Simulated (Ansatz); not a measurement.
Values for one crystal, relaxed and computed with PBEsol (plane waves, PAW; program Ansatz); other levels are named.

```yaml
volume_per_atom: 17.35 Å³
electronic_character: metallic (no gap)
Density of states at the Fermi level: 1.1 states/eV per atom (mean over ±0.08 eV)
Formation energy from the elements (no fitted shifts): -0.34 eV/atom
mechanical_stability: unstable (C has a negative eigenvalue)
Elastic constants (relaxed ions, GPa): C11 = 109, C12 = 186, C13 = 78.3, C33 = 232, C44 = 23.2
```

Question: Which compound is it?
A. Ni3Sn, P6_3/mmc (Sn on 2c, Ni on 6h)
B. In2Bi, P6_3/mmc (In on 2a, In on 2d, Bi on 2c)
C. Na3Bi, P6_3/mmc (Na on 4f, Na on 2b, Bi on 2c)
D. Ti3Sn, P6_3/mmc (Ti on 6h, Sn on 2c)

Answer: D, Ti3Sn, P6_3/mmc (Ti on 6h, Sn on 2c)

The workflow started from a Materials Project entry (that database holds measured and hypothetical structures alike); the Crystallography Open Database copy checked does not list it. Whether it is the stable phase at ambient conditions was not checked. The PBEsol relaxation kept the symmetry of its start. No spin polarisation was allowed. As this level gives no gap, shear constants depend on the k-mesh and smearing (Fermi–Dirac, 0.1 eV here). The references are the lowest solids computed at this level, not always the standard phases. Spin–orbit coupling is left out wherever it is not named.

Potentials: the later of the program's two PAW sets.
